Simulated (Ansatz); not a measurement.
The relaxed structure here is a generated cell of GeS: the first start was made by placing the elements on the sites of a structure type, and the end was not matched to a known phase here, so it may be hypothetical.

A relaxed structure of GeS. Calculation: PBEsol (plane waves to 420 eV, PAW, scalar-relativistic; Ansatz, a first-principles code).

```
CELL_PARAMETERS angstrom
      4.56457     0.00000     0.00000
      0.00000     4.56457     0.00000
      0.00000     0.00000     3.95630
ATOMIC_POSITIONS crystal
  Ge 0.00000 0.50000 0.27121
  Ge 0.50000 0.00000 0.72879
  S  0.50000 0.50000 0.00000
  S  0.00000 0.00000 0.00000
```

Question: Determine the symmetry and give the standard cell with its independent sites.

Answer: Space group P4/nmm, origin choice 1 (No. 129); a = b = 4.5646 Å, c = 3.9563 Å, α = β = γ = 90.00°

```json
[
 {"atom": "Ge", "site": "2c", "symmetry": "4mm", "x": "0.0000", "y": "0.5000", "z": "0.2712"},
 {"atom": "S", "site": "2a", "symmetry": "-4m2", "x": "0.0000", "y": "0.0000", "z": "0.0000"}
]
```

Question: Give the shortest distances between elements (the closest pairs, up to four, under 3.6 Å).

Answer: Ge–S 2.52 Å; S–S 3.23 Å.

The volume per atom is 20.61 Å³, the band gap is no clear gap: the sampled points leave 0.15 eV away from the symmetry points, which may be a band crossing missed between them and the smallest direct gap is 0.48 eV at k = (0.2, 0.2, 0.3333).

No spin polarisation in the result.

The run could not lose the symmetry of its start: the end is stationary, and may be a saddle point rather than a minimum.
